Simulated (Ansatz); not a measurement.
Relaxation of a generated trial cell of WS2 in the baddeleyite structure type; 12 atoms in the cell, which starts as P2₁/c (No. 14), mP12; a = 6.1415 Å, b = 6.2144 Å, c = 6.3404 Å, α = γ = 90.00°, β = 99.23°. These are r2SCAN (plane waves to 500 eV, PAW, scalar-relativistic; Ansatz, a quantum-chemistry and plane-wave program) values and carry that method's errors. Γ-centred k-mesh 3×3×3 on the run's cell (coarser than for final values), Fermi–Dirac smearing 0.05 eV. This is the first round of the run. 

The optimiser's lines from the output (shortened; P is positive under compression):

```
relax step   1: F+E_penalty+E_count = -48841.05431561 eV  Δ(F+E_penalty+E_count) = +0.000e0 eV  max|allowed force component| = 7.626e-1 eV/Å  Δτ_max = 0.0000 Å  P = -14.977 GPa  Ω = 238.854 Å³  (9 SCF iters, dr2 threshold 1.00e-7 eV, accepted)
relax step   2: F+E_penalty+E_count = -48842.75842332 eV  Δ(F+E_penalty+E_count) = -1.704e0 eV  max|allowed force component| = 2.792e-1 eV/Å  Δτ_max = 0.0593 Å  P = +1.762 GPa  Ω = 210.170 Å³  (8 SCF iters, dr2 threshold 1.20e-6 eV, accepted)
relax step   3: F+E_penalty+E_count = -48842.82509510 eV  Δ(F+E_penalty+E_count) = -6.667e-2 eV  max|allowed force component| = 1.949e-1 eV/Å  Δτ_max = 0.0638 Å  P = +0.043 GPa  Ω = 211.566 Å³  (7 SCF iters, dr2 threshold 1.20e-6 eV, accepted)
relax step   4: F+E_penalty+E_count = -48842.85373176 eV  Δ(F+E_penalty+E_count) = -2.864e-2 eV  max|allowed force component| = 1.050e-1 eV/Å  Δτ_max = 0.0257 Å  P = -0.029 GPa  Ω = 212.076 Å³  (6 SCF iters, dr2 threshold 1.20e-6 eV, accepted)
relax step   5: F+E_penalty+E_count = -48842.86159461 eV  Δ(F+E_penalty+E_count) = -7.863e-3 eV  max|allowed force component| = 1.379e-1 eV/Å  Δτ_max = 0.0705 Å  P = -0.194 GPa  Ω = 211.404 Å³  (7 SCF iters, dr2 threshold 6.90e-7 eV, accepted)
relax step   6: F+E_penalty+E_count = -48842.86971269 eV  Δ(F+E_penalty+E_count) = -8.118e-3 eV  max|allowed force component| = 5.200e-2 eV/Å  Δτ_max = 0.0226 Å  P = +0.077 GPa  Ω = 211.496 Å³  (6 SCF iters, dr2 threshold 1.19e-6 eV, accepted)
relax step   7: F+E_penalty+E_count = -48842.87155269 eV  Δ(F+E_penalty+E_count) = -1.840e-3 eV  max|allowed force component| = 2.611e-2 eV/Å  Δτ_max = 0.0319 Å  P = -0.049 GPa  Ω = 211.468 Å³  (7 SCF iters, dr2 threshold 1.69e-7 eV, accepted)
relax step   8: F+E_penalty+E_count = -48842.87212660 eV  Δ(F+E_penalty+E_count) = -5.739e-4 eV  max|allowed force component| = 1.502e-2 eV/Å  Δτ_max = 0.0044 Å  P = -0.000 GPa  Ω = 211.320 Å³  (6 SCF iters, dr2 threshold 2.46e-7 eV, accepted)
relax step   9: F+E_penalty+E_count = -48842.87221049 eV  Δ(F+E_penalty+E_count) = -8.389e-5 eV  max|allowed force component| = 7.135e-3 eV/Å  Δτ_max = 0.0038 Å  P = +0.023 GPa  Ω = 211.288 Å³  (7 SCF iters, dr2 threshold 1.41e-8 eV, accepted)
relax step  10: F+E_penalty+E_count = -48842.87221588 eV  Δ(F+E_penalty+E_count) = -5.394e-6 eV  max|allowed force component| = 1.850e-3 eV/Å  Δτ_max = 0.0007 Å  P = -0.005 GPa  Ω = 211.331 Å³  (6 SCF iters, dr2 threshold 2.77e-9 eV, accepted)
relax step  11: F+E_penalty+E_count = -48842.86828097 eV  Δ(F+E_penalty+E_count) = +3.935e-3 eV  max|allowed force component| = 1.861e-3 eV/Å  Δτ_max = 0.0000 Å  P = -0.011 GPa  Ω = 211.331 Å³  stress off target by 1.30e-2 GPa  SCF on the basis re-selected at this cell (its energy is not comparable with the rows above)  (7 SCF iters)
```

From the first to the last row the energy changes by -0.15 eV/atom and the volume by -11.5 %. The last row is marked as not comparable with the walk above it, whose basis was carried along; it does compare with step 1, since both stand on a basis selected at the nominal cutoff for their own cell.

Later rounds, restarted from the end of this one on a renewed k-mesh, logged 8 more steps and released under 0.01 eV/atom more. The final structure after all rounds: P2₁/c (No. 14), mP12, AFLOW prototype A2B_mP12_14_2e_e (C43, as in ZrO2); a = 5.927 Å, b = 5.920 Å, c = 6.143 Å, α = γ = 90.00°, β = 100.87°. Between re-selections the logged energies stand on a plane-wave basis carried along with the cell. No spin polarisation in the result.

The run could not lose the symmetry of its start: the end is stationary, and may be a saddle point rather than a minimum.

The relaxed structure here is a generated cell of WS2: the first start was made by placing the elements on the sites of a structure type, and the end was not matched to a known phase here, so it may be hypothetical. Known forms of WS2 include space group No. 194.
